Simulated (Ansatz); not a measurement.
Relaxed-ion elastic tensor of TaN (rock salt, Fm-3m) in GPa (Voigt order), plane-wave PAW LDA (Ansatz code); density 15.76 g/cm³, 10.27 Å³ per atom.

|  | 1 | 2 | 3 | 4 | 5 | 6 |
|---|---|---|---|---|---|---|
| 1 | 839 | 145 | 145 | 0.0 | 0.0 | 0.0 |
| 2 | 145 | 839 | 145 | 0.0 | 0.0 | 0.0 |
| 3 | 145 | 145 | 839 | 0.0 | 0.0 | 0.0 |
| 4 | 0.0 | 0.0 | 0.0 | 72.6 | 0.0 | 0.0 |
| 5 | 0.0 | 0.0 | 0.0 | 0.0 | 72.6 | 0.0 |
| 6 | 0.0 | 0.0 | 0.0 | 0.0 | 0.0 | 72.6 |

Q: Is the crystal mechanically stable?

A: Yes: the smallest eigenvalue of C is 72.6 GPa.

Q: Work out the Voigt, Reuss and Hill averages.

A: K_V = 376, K_R = 376, K_H = 376; G_V = 182, G_R = 106, G_H = 144 GPa.

Q: Give Young's modulus, Poisson's ratio, Pugh's ratio and the universal anisotropy index.

A: E = 9KG/(3K + G) = 384 GPa; ν = 0.33; K/G = 2.61 (ductile by the Pugh limit of 1.75); A_U = 5G_V/G_R + K_V/K_R − 6 = 3.59.

Q: Estimate the sound speeds and the Debye temperature.

A: v_l = √((K + 4G/3)/ρ) = 6010 m/s, v_t = √(G/ρ) = 3030 m/s, mean 3390 m/s; Θ = (h/k)(3n/4πV)^(1/3) v_m = 465 K.

Q: Give the Zener ratio and Young's modulus along [100], [110] and [111].

A: A = 2C44/(C11 − C12) = 0.21; 1/E = S11 − 2(S11 − S12 − S44/2)Γ with Γ = 0, 1/4, 1/3 gives 797, 251, 205 GPa.

Symmetry was held in the LDA relaxation; of distortions, only those at the zone centre were tested. The run is not spin-polarised. As this level gives no gap, shear constants depend on the k-mesh and smearing (Fermi–Dirac, 0.1 eV here). Scalar-relativistic: spin–orbit coupling is off unless named, which matters more the heavier the elements.

Potentials: the earlier of the program's two PAW sets.
